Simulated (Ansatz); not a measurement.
**BN (wurtzite), frozen-phonon scan**

Relaxed BN (wurtzite):

```
BN
1.0
    5.08794     0.00000     0.00000
   -1.27198     2.20314     0.00000
    2.54397     0.00000     4.20774
B N
4 4
Direct
  0.83338   0.33333   0.99990
  0.33338   0.33333   0.99990
  0.91672   0.66667   0.49990
  0.41672   0.66667   0.49990
  0.02068   0.33333   0.62530
  0.52068   0.33333   0.62530
  0.10402   0.66667   0.12530
  0.60402   0.66667   0.12530
```

The atoms are displaced by Q × the pattern below (from a DFPT mode at L = (0.5, 0.0, 0.5), largest move 1; Q in Å), at fixed cell. It is one choice among 2 degenerate patterns. (q is in reciprocal vectors of the primitive cell; the cell shown is doubled to hold the pattern.)

```json
[
 {"atom": "B1", "x": "0.500", "y": "-0.866", "z": "0.000"},
 {"atom": "B2", "x": "-0.500", "y": "0.866", "z": "0.000"},
 {"atom": "B3", "x": "0.263", "y": "-0.455", "z": "0.000"},
 {"atom": "B4", "x": "-0.263", "y": "0.455", "z": "0.000"},
 {"atom": "N5", "x": "-0.364", "y": "0.630", "z": "0.000"},
 {"atom": "N6", "x": "0.364", "y": "-0.630", "z": "0.000"},
 {"atom": "N7", "x": "0.259", "y": "-0.448", "z": "0.000"},
 {"atom": "N8", "x": "-0.259", "y": "0.448", "z": "0.000"}
]
```

Level of theory: r2SCAN (plane waves to 500 eV, PAW, scalar-relativistic; Ansatz, a program for electronic structure). k mesh 15×15×15 (Γ-centred), Fermi-Dirac smearing 0.05 eV. Energies are smeared free energies. Stress and pressure are positive under compression. BN was relaxed with its symmetry unable to fall. ΔE is measured from the undisplaced structure.

| Q (Å) | ΔE (eV/cell) | −dE/dQ from forces (eV/Å) | P (GPa) |
|---|---|---|---|
| -0.280 | 6.621 | 48.762 | 53.7 |
| -0.233 | 4.555 | 39.895 | 37.0 |
| -0.187 | 2.892 | 31.445 | 23.5 |
| -0.140 | 1.615 | 23.288 | 13.1 |
| -0.093 | 0.714 | 15.370 | 5.8 |
| -0.047 | 0.178 | 7.636 | 1.4 |
| 0.000 | 0.000 | 0.000 | 0.0 |
| 0.047 | 0.178 | -7.636 | 1.4 |
| 0.093 | 0.714 | -15.370 | 5.8 |
| 0.140 | 1.615 | -23.288 | 13.1 |
| 0.187 | 2.892 | -31.445 | 23.5 |
| 0.233 | 4.555 | -39.895 | 37.0 |
| 0.280 | 6.621 | -48.762 | 53.7 |

Key numbers:

The energy at Q = 0.280 Å comes out as 6621 meV/cell. Space group of the distorted cell: Cc (No. 9), lowered from P6_3mc. Symmetry of the curve: even: the same for both signs. Shape of the curve: a single well with its minimum at or next to zero displacement. Harmonic wavenumber from the curvature (finite differences): 943 cm⁻¹. Wavenumber by perturbation theory (DFPT, on another k mesh): 943 cm⁻¹.

(A displaced cell: forces are minus the slopes of the energy, force constants its curvatures, and phonons follow from these.)
